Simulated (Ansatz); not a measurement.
## How much do the gradients of Mg2Al3CrS8 depend on the method?

Cell: a computed structure from the Materials Project (it need not be an observed phase).

```cif
data_Mg2Al3CrS8
_symmetry_space_group_name_H-M 'R-3m:H'
_symmetry_Int_Tables_number 166
_cell_length_a 7.2177
_cell_length_b 7.2177
_cell_length_c 17.7781
_cell_angle_alpha 90.000
_cell_angle_beta 90.000
_cell_angle_gamma 120.000
loop_
_atom_site_label
_atom_site_type_symbol
_atom_site_symmetry_multiplicity
_atom_site_Wyckoff_symbol
_atom_site_fract_x
_atom_site_fract_y
_atom_site_fract_z
Mg Mg 6 c 0.0000 0.0000 0.8745
Al Al 9 e 0.6667 0.8333 0.3333
Cr Cr 3 b 0.0000 0.0000 0.5000
S7 S 18 h 0.7001 0.8500 0.5873
S9 S 6 c 0.0000 0.0000 0.2618
```

One atom of each set is listed; the run and its k-mesh use a cell of 14 atoms with edges of 7.24, 7.24, 7.24 Å.

First run. Computed with Ansatz: DFT, PBE, plane waves and PAW, scalar-relativistic, collinear spin, 420 eV cutoff, Γ-centred 5×5×5 k-points, Fermi–Dirac smearing 0.02 eV. Start moments as typed (μB): 3 on each Cr, none on the rest.

```tsv
site	V_zz (10²¹ V/m²)	η	m (μB)
Mg	-0.087	0.00	0.00
Al	-0.34	0.04	0.01
Cr	-0.67	0.00	2.68
S7	-1.64	0.81	-0.03
S9	-1.22	0.00	0.02
```

Second run. The same atoms and settings, except that a Hubbard term is added (U = 3.5 eV on Cr d).

**Question.** Given the first result, estimate the second.

**Answer.** 

| site | V_zz | η | change of V_zz | m (μB) |
| --- | --- | --- | --- | --- |
| Mg | -0.084 | 0.00 | 0.00 | 0.00 |
| Al | -0.37 | 0.18 | -0.03 | 0.01 |
| Cr | -0.73 | 0.00 | -0.06 | 2.93 |
| S7 | -1.72 | 0.92 | -0.08 | -0.05 |
| S9 | -1.22 | 0.00 | 0.00 | 0.01 |

The largest change of V_zz is on S7, from -1.64 to -1.72. In per cent, |V_zz| changes by +8 on Cr, 0 to +5 on S (all sites that start above 0.5). The absolute magnetisation of the cell goes from 3.6 to 4.0 μB.

All moments are parallel here, as the start or the cell imposes; many such compounds order antiparallel, where fields and spin densities carried over to other atoms largely cancel. The magnetic order is the one that the run reached from its start moments, not necessarily the measured one.
